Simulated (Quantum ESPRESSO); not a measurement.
## AlGa6InP8 (convergence and cost over cutoff and k mesh)

Simulated, not a measurement. The program is pw.x of Quantum ESPRESSO 7.5 (plane-wave density functional theory). The cell is made up: 16 atoms on a doubled zincblende/diamond lattice, with randomly drawn elements, strain and displacements, not relaxed. PseudoDojo standard norm-conserving files (v0.5 for PBE, v0.4.1 for LDA and PBEsol) set the functional; there is no spin polarisation, spin-orbit coupling or dispersion term, and the masses in the input are unused placeholders.

Input of the run in row 4:

```
&control calculation='scf', pseudo_dir='./dojo.nc.sr.pbe.v0_5.standard.upf', outdir='./o', disk_io='medium', tprnfor=.true., tstress=.true. /
&system ibrav=0, nat=16, ntyp=4, nbnd=73, ecutwfc=79.96652505, nosym=.true., tot_charge=0,
 occupations='smearing', smearing='fd', degauss=0.0018374661
/
&electrons conv_thr=7.350e-09, electron_maxstep=60, /
ATOMIC_SPECIES
Al 1.0 Al.upf
Ga 1.0 Ga.upf
In 1.0 In.upf
P 1.0 P.upf
CELL_PARAMETERS angstrom
5.7083 0.0055 0.0398
0.0055 5.7083 0.0245
0.0796 0.049 11.2218
ATOMIC_POSITIONS angstrom
Al 0.2076 0.111 0.1605
Ga 0.1513 2.8604 2.8266
Ga 2.7689 -0.0552 2.9295
Ga 2.8185 2.6798 0.093
Ga -0.0545 -0.0176 5.5798
In 0.0443 2.8641 8.4275
Ga 2.8258 -0.1064 8.452
Ga 2.9071 2.9682 5.776
P 1.3153 1.5359 1.5863
P 1.4406 4.1484 4.1069
P 4.3583 1.3479 4.247
P 4.3865 4.254 1.3715
P 1.4609 1.4847 6.9579
P 1.416 4.3559 9.9025
P 4.2141 1.5939 9.7672
P 4.3426 4.2758 7.0707
K_POINTS automatic
4 4 2 1 1 1
```

The same cell was run at these settings. Meshes are shifted by half a step, and differences are from the last row, which is itself not exact.

| cutoff (eV) | k mesh | k points solved | threshold (eV) | free energy less the last row's (eV) | pressure (GPa) | largest stress difference (GPa) | largest force difference (eV/Å) | iterations | wall time (s) | k-point pools | processor |
| --- | --- | --- | --- | --- | --- | --- | --- | --- | --- | --- | --- |
| 762 | 2 x 2 x 2 | 4 | 1e-04 | 10.330 | -40.78 | 39.65 | 0.057 | 9 | 210 | 1 | AMD EPYC, Zen 5 class |
| 1088 | 1 x 1 x 1 | 1 | 1e-07 | 4.611 | 0.06 | 2.02 | 0.227 | 13 | 222 | 1 | AMD EPYC, Zen 5 class |
| 650 | 4 x 4 x 2 | 16 | 1e-07 | 57.277 | -151.70 | 150.04 | 0.018 | 13 | 582 | 1 | AMD EPYC, Zen 5 class |
| 1088 | 4 x 4 x 2 | 16 | 1e-07 | 0.019 | -1.83 | 0.02 | 0.002 | 13 | 1523 | 1 | AMD EPYC, Zen 5 class |
| 1377 | 6 x 6 x 4 | 72 | 1e-07 | 0.000 | -1.81 | 0.00 | 0.000 | 12 | 2446 | 4 | Intel Xeon, older |

Each pool is one process. Wall times include start-up and a band step at six k points, which weighs most on the coarsest meshes. The runs were on shared virtual cores whose load varied, so times are rough.